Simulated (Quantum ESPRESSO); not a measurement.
Cl in LiF: local NMR parameters

Host, cell and atoms relaxed with PBE and no dispersion term (shieldings by GIPAW with PBE in a modified build of Quantum ESPRESSO, on JTH PAW datasets, 22.5 Ha, k-mesh 4×4×4 shifted, f-sum rule met within 0.001 %):

```
site                   site symmetry  σ_iso (ppm)
---------------------  -------------  -----------
Li (atoms 1, 3, 5, 7)           m-3m           82
F (atoms 2, 4, 6, 8)            m-3m          363
```

Its cell: a = b = c = 4.0668 Å, α = β = γ = 90.00°.

Changed cell (atom 2 is the new one; 25 Ha, k-mesh 4×4×4 shifted):

```
CELL_PARAMETERS angstrom
      4.43955     0.00000     0.00000
      0.00000     4.43955     0.00000
      0.00000     0.00000     4.43955
ATOMIC_POSITIONS crystal
  Li 0.00000 0.00000 0.00000
  Cl 0.50000 0.00000 0.00000
  Li 0.00000 0.50000 0.50000
  F  0.50000 0.50000 0.50000
  Li 0.50000 0.00000 0.50000
  F  0.00000 0.00000 0.50000
  Li 0.50000 0.50000 0.00000
  F  0.00000 0.50000 0.00000
```
The cell was made here from a computed Materials Project entry: one of 4 F replaced by Cl, cell and atoms relaxed (PBE without dispersion, pw.x of Quantum ESPRESSO, symmetry kept). The parent is LiF in Fm-3m. The swapped cell is a model, not a known phase. Stability against distortions was not tested.

σ is an absolute shielding without the bulk-susceptibility term: within one crystal shift differences are minus those of σ, between compounds the missing term differs by several ppm. By our sweeps, such settings leave a few ppm in absolute σ. No d partial waves on Cl: the paramagnetic term there is incompletely reconstructed. Static lattice: thermal averaging is not included.

Question: What do the sites of the changed cell show?

Answer: 
```csv
site,distance to atom 2 (Å),σ_iso (ppm),change from the host,span Ω (ppm)
"Li1 (atoms 1, 5, 7)",2.22,81,-1,12
Cl (atom 2),–,949,–,0
Li2 (atom 3),3.84,83,+1,0
"F (atoms 4, 6, 8)",3.14,343,-20,19
```
Ω = σ33 − σ11 is nil on cubic sites and else less certain than σ_iso.
The swap repeats in every cell, so this is an ordered compound and not a dilute impurity.
